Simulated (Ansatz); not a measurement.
**Compressing Zr$_{3}$Cu: a fit and a missing row**

Zr$_{3}$Cu, Pm-3m, a = 4.300 Å. The structure is a Materials Project entry; whether it is the stable form wasn't checked. Ansatz: r2SCAN, PAW, 500 eV, Γ-centred 10×10×10 mesh on 4 atoms, Gaussian smearing 0.10 eV; no spin polarisation. Symmetry fixes shape and atoms, so the cell is only scaled; pressure is positive in compression.

```
V (Å³/atom) P (GPa)
     18.687        ?
     19.284     3.20
     19.880    -0.01
     20.477    -2.80
     21.073    -5.22
```

Problem. Take V0 = 19.880 Å³/atom, count pressures from its P0 = -0.01 GPa, fit the third-order Birch–Murnaghan form to the other rows, and predict the missing pressure.

Solution. With the Eulerian strain f = ½[(V0/V)^(2/3) − 1] and y = (P − P0)/[3f(1 + 2f)^(5/2)], the form is the line y = B0 + 1.5 B0 (B0′ − 4) f. Rows (f, y): 0.01025, 99.2; -0.00977, 100.0; -0.01905, 100.5. Means f = -0.006190, y = 99.900; Σ(Δf)² = 0.0004485, ΣΔfΔy = -0.01958; the slope is their ratio. y = 99.63 − 43.66 f GPa, so B0 = 99.6 GPa and B0′ = 4 + 2 × (-43.66)/(3 × 99.63) = 3.71. At V = 18.687, f = 0.02106, y = 98.71 and P = 6.90 GPa. The run gave 6.92 GPa, so the fit is 0.02 GPa too low, a small miss on the scale of the series. The form still works here, 33 % of the fitted range beyond its end.